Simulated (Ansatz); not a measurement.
## TiAs (zincblende structure)

Method: PBEsol, scalar-relativistic; no spin polarisation; PAW, 420 eV, Γ-centred 10×10×10 mesh, 0.05 eV Gaussian smearing; code Ansatz; PAW files: Ansatz's generated set soft_2.

```
CELL_PARAMETERS angstrom
0.00000 2.84363 2.84363
2.84363 0.00000 2.84363
2.84363 2.84363 0.00000
ATOMIC_POSITIONS crystal
Ti 0.00000 0.00000 0.00000
As 0.25000 0.25000 0.25000
```

The cell came from substitution into a structure type; whether the compound takes it is for experiment to say.

The cell above was scaled in volume, its shape and atoms being fixed by the lattice's symmetry. Energies are counted from the cell above.

Cell and atoms are those of this level's equilibrium.

```tsv
V (Å³/atom)	ΔE (meV/atom)	P (GPa)
22.07	?	?
22.53	2.4	1.7
22.99	0.0	0.0
23.45	2.2	-1.5
23.91	8.7	-2.9
```

Task: Fill in the withheld row.

Result: ΔE (meV/atom): 10.0, P (GPa): 3.6.

Task: What do the points give for the equilibrium volume, the bulk modulus and its pressure derivative (third-order Birch–Murnaghan)?

Result: V0 = 23.00 Å³/atom, B0 = 81 GPa, B0′ = 4.1.

B0·V0 = 81.0 GPa × 23.00 Å³ = 11.63 eV/atom sets the scale: near the minimum ΔE ≈ ½ B0 V0 x², with x = V/V0 − 1, and a pressure of 0.8 GPa squeezes the volume by about 1 %. At the ends of the curve: x = −4.0 % predicts 9.3 meV/atom and the run gives 10.0; x = +4.0 % predicts 9.3 meV/atom and the run gives 8.7. The curve is steeper than the parabola on the compressed side and flatter on the expanded side: the bulk modulus rises with pressure.

The cell is a metal with an odd number of electrons, and spin polarisation wasn't tried.
